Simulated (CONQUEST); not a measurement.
CONQUEST run on Se (P3_121, 6 atoms in the cell; from Materials Project mp-14, changed as shown): self-consistent single point.

Level of theory: PBE, numerical atomic orbitals double-zeta with polarisation (the shipped basis), PseudoDojo norm-conserving potentials made for PBE (CONQUEST 1.3).

The change in words: volume scaled by 0.99. Reference geometry (P3_121):
```xyz
6
Lattice="4.5048 0.0000 0.0000 0.0000 7.8026 0.0000 0.0000 0.0000 4.9788" Properties=species:S:1:pos:R:3 pbc="T T T"
Se     0.9816     0.0000     1.6596
Se     4.0140     0.8501     3.3192
Se     1.7616     3.0512     0.0000
Se     3.2340     3.9013     1.6596
Se     1.7616     4.7513     3.3192
Se     4.0140     6.9525     0.0000
```

Reference input (self-consistent single point, DFT, PBE, numerical atomic orbitals double-zeta with polarisation (the shipped basis), PseudoDojo norm-conserving potentials made for PBE): basis = DZP; Diag.MPMeshX, Y, Z = 5 3 5; potentials = PseudoDojo norm-conserving PBE; Grid.GridCutoff = 140 Ha; DM.SolutionMethod = diagon; Diag.kT = 0.000367 Ha; Diag.GammaCentred = true; minE.SCTolerance = 1.0e-06; SC.MaxIters = 100; SC.LinearMixingFactor = 0.3; AtomMove.TypeOfRun = static. This run's input differs from it in these lines:

```diff
@@ -27,5 +27,5 @@
 # file: input.coords
-     8.512876041      0.000000000      0.000000000
-     0.000000000     14.744733596      0.000000000
-     0.000000000      0.000000000      9.408568429
+     8.484399758      0.000000000      0.000000000
+     0.000000000     14.695411744      0.000000000
+     0.000000000      0.000000000      9.377096930
 6
```

The program printed (abridged):

```
    new_SC_potl: Starting.  Tolerance:  0.10000E-05

    PulayMixSC: Starting Pulay mixing, A_up =  0.300 A_dn =  0.300
    PulayMixSC: Spin non-polarised calculation.
          Harris-Foulkes Energy            :      -727.341034678562664 Ha
          (TS=0 as O(N) or entropic contribution is negligible)
          DFT Total Energy                 :      -727.305627523511475 Ha
          Total number of electrons        :        95.999999999999034
    PulayMixSC: Pulay iteration     1 residual:              0.12032E-02
          Harris-Foulkes Energy            :      -727.324924634813897 Ha
   [... lines left out ...]
          (TS=0 as O(N) or entropic contribution is negligible)
          DFT Total Energy                 :      -727.317277035139682 Ha
          Total number of electrons        :        96.000061821526046
    PulayMixSC: Pulay iteration     6 residual:              0.21057E-05
          Harris-Foulkes Energy            :      -727.317277060929428 Ha
          (TS=0 as O(N) or entropic contribution is negligible)
          DFT Total Energy                 :      -727.317277060796528 Ha
          Total number of electrons        :        96.000061920178979
    PulayMixSC: Pulay iteration     7 residual:              0.12044E-06
    PulayMixSC: Reached SCF tolerance of  0.12044E-06 after      7 iterations
      | Number of electrons      =        96.000062
      |* band energy as 2Tr[K.H] =      -131.587559773284312 Ha
      |  screened ion-ion energy =      -554.396356599851629 Ha
      |  Ha correction           =         1.985639304038298 Ha
      |  XC correction           =       -43.318999596744867 Ha
      |* Harris-Foulkes energy   =      -727.317277060929428 Ha
      |* DFT total energy        =      -727.317277060796528 Ha
      |  estimated accuracy      =        -0.000000000132900 Ha

    force: Forces on atoms (Ha/a0)
    force:  Atom   X              Y              Z
    force:     1   0.0203841382   0.0000001461   0.0000004201
    force:     2  -0.0106108949   0.0173813608   0.0000137399
   [... lines left out ...]
    force:     6  -0.0106111451  -0.0173814997  -0.0000141586

    force: Maximum force :        0.02038414(Ha/a0) on atom         4 in x direction
    force: Force Residual:        0.02037097 Ha/a0
    force: Total stress:         -2.70312917    -2.71625702    -5.50891756 GPa
    force: Average pressure:      3.64276792 GPa

    force: Finished force
    get_E_and_F: Change in energy during last step of electronic optimisation:  0.59129E-07
```

The run converged in 7 iterations. CONQUEST prints the stress tensor with tension positive. Against the reference run the free energy goes up by 6.1 meV/atom, the pressure goes from 3.07 to 3.64 GPa and the largest force goes from 0.938 to 1.048 eV/Å.

The program uses no crystal symmetry, so grid and mesh can part values that symmetry would make equal. The atom-centred basis is finite, which shifts total energies, pressures and forces against plane waves. Forces above 1 eV/Å remain at this geometry, of which the finite basis can carry a part. The structure comes from a collection of computed structures, made at another level of theory; the collection holds predicted forms beside known ones.

Cost on one core: about 30 core-seconds (a rough figure).
